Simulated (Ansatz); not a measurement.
Given:

PbF₂:
```cif
data_F2Pb
_chemical_formula_sum 'Pb1 F2'
_space_group_name_H-M_alt 'P 1'
_space_group_IT_number 1
_cell_length_a 4.18715
_cell_length_b 4.18715
_cell_length_c 4.18715
_cell_angle_alpha 60.000
_cell_angle_beta 60.000
_cell_angle_gamma 60.000
loop_
_space_group_symop_operation_xyz
  'x, y, z'
loop_
_atom_site_label
_atom_site_type_symbol
_atom_site_fract_x
_atom_site_fract_y
_atom_site_fract_z
_atom_site_occupancy
Pb1 Pb 0.00000 0.00000 0.00000 1
F1 F 0.25000 0.25000 0.25000 1
F2 F 0.75000 0.75000 0.75000 1
```

This is the r²SCAN-relaxed structure.

Task: All from r²SCAN (plane waves, PAW; program Ansatz), unless another level is named. Give the bulk modulus (Birch–Murnaghan fit).

Result: 77.2 GPa.

Task: Predict the zero-point energy.

Result: 28.0 meV/atom.

Task: Next, the vibrational entropy at 300 K?

Result: 37.7 J/(K·mol of atoms).

Task: And the highest zone-centre frequency (without LO–TO term)?

Result: 250 cm⁻¹.

Space group Fm-3m (fluorite). The cell was relaxed with r²SCAN under the symmetry of its start; phonons on a q-mesh show no instability. Spin–orbit coupling is left out wherever it is not named.

Potentials: the later of the program's two PAW sets.
